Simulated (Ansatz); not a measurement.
# Hf3ZrS8: relaxed-ion elastic tensor

Method: Ansatz, DFT PBE, scalar-relativistic, plane waves, PAW. Cutoff 420 eV, 4×4×4 k-points (Γ-centred), fixed occupations. No spin polarisation.

Relaxed structure:
```
Zr Hf S
1.0
     6.33831    0.00000    0.00021
     0.00000    7.32164    0.00000
    -0.00117    0.00000    6.84185
Zr Hf S
1 3 8
Cartesian
  3.1692 0.0000 0.0001
  0.0000 5.4888 0.0000
  3.1692 3.6608 0.0001
  0.0000 1.8329 0.0000
  4.2324 5.4786 1.4479
  1.0582 3.6608 1.4450
  4.2324 1.8430 1.4479
  1.0399 0.0000 1.4476
  5.2972 0.0000 5.3944
  2.1047 5.4786 5.3942
  5.2789 3.6608 5.3971
  2.1047 1.8430 5.3942
```

The cell was found from a structure generator's guess, not taken from experiment. Spin–orbit coupling is left out, which matters for heavy elements. No dispersion correction is applied, so modes and constants that involve weak contacts between layers, chains or molecules come out too soft.

Task: Give the relaxed-ion elastic constants (GPa, Voigt order xx yy zz yz xz xy, on the Cartesian axes of the cell above).

Result:
```
114.3  21.1   0.3   0.0  -0.1   0.0
 21.1 115.0   0.3   0.0   0.1   0.0
  0.3   0.3   2.0   0.0   0.0   0.0
  0.0   0.0   0.0   0.4   0.0   0.1
 -0.1   0.1   0.0   0.0   0.4   0.0
  0.0   0.0   0.0   0.1   0.0  46.6
```

Task: Is the crystal stable against homogeneous strain?

Result: Yes: the least eigenvalue of the tensor is 0.4 GPa.

Task: And the moduli of a polycrystal (Hill averages)?

Result: B = 16 GPa, G = 12 GPa, E = 29 GPa, ν = 0.20.
